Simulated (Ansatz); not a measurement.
Bi (A7 (α-As type), space group No. 166) at seven volumes, the program Ansatz at the PBE level (PAW), shape and atoms relaxed at each. One row is withheld.

```tsv
V (Å³/atom)	P (GPa)
33.563	3.58
34.669	2.10
35.776	0.93
36.882	0.00
37.988	-0.70
39.095	-1.18
40.201	?
```

Q: Fit the shown pressures and predict the withheld one.

A: P = (3/2)B₀(x^(7/2) − x^(5/2))[1 + (3/4)(B′ − 4)(x − 1)] with x = (V₀/V)^(2/3). Least squares on the six rows gives V₀ = 36.900 Å³/atom, B₀ = 26.2 GPa, B′ = 7.99. At V = 40.201, x = 0.9445 and P = -1.58 GPa. The run itself gave -1.51 GPa.

Space group R-3m (A7 (α-As type)). Symmetry was held in the PBE relaxation. Scalar-relativistic: spin–orbit coupling is off unless named, which matters more the heavier the elements.

Potentials: the earlier of the program's two PAW sets.
